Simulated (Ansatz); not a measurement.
## Stability checks on a candidate for LiSi₂

It was reached by relaxing an invented guess, and it needn't be the stable form of this composition.

The calculation used Ansatz, DFT PBE, scalar-relativistic, plane waves, PAW. Cutoff 420 eV, Γ-centred 12×12×8 mesh (6-atom cell), Gaussian smearing of 0.10 eV, no spin polarisation.

```cif
data_structure
_symmetry_space_group_name_H-M 'P6_3/mmc'
_symmetry_Int_Tables_number 194
_cell_length_a 4.2809
_cell_length_b 4.2809
_cell_length_c 5.6462
_cell_angle_alpha 90.000
_cell_angle_beta 90.000
_cell_angle_gamma 120.000
_cell_volume 89.61
loop_
_atom_site_label
_atom_site_type_symbol
_atom_site_symmetry_multiplicity
_atom_site_Wyckoff_symbol
_atom_site_fract_x
_atom_site_fract_y
_atom_site_fract_z
_atom_site_occupancy
Li1 Li 2 b 0.00000 0.00000 0.25000 1
Si1 Si 4 f 0.66667 0.33333 0.03412 1
```

Formation energies are uncorrected and refer to the elements' standard structures at the same level.

Problem. These tests were run: energy against the elements; random kick, then relaxation without symmetry; phonons on a 2×2×1 q mesh; elastic tensor. What do they show?

Solution.

```csv
test,result
energy against the elements,−0.04 eV/atom
"random kick, then relaxation without symmetry",returns
phonons on a 2×2×1 q mesh,no imaginary mode on the mesh
elastic tensor,least eigenvalue 1 GPa
```

It fails none of these tests outright. Whether a mixture of other phases lies lower isn't tested here. Undecided within the accuracy: elastic tensor.

For metals, differences of a few meV/atom aren't resolved. The kick test ran on a coarse mesh. The run for the phonons used a 12×12×8 k mesh and Fermi–Dirac smearing of 0.15 eV. The run for the elastic tensor used a 12×12×8 k mesh and Fermi–Dirac smearing of 0.15 eV.
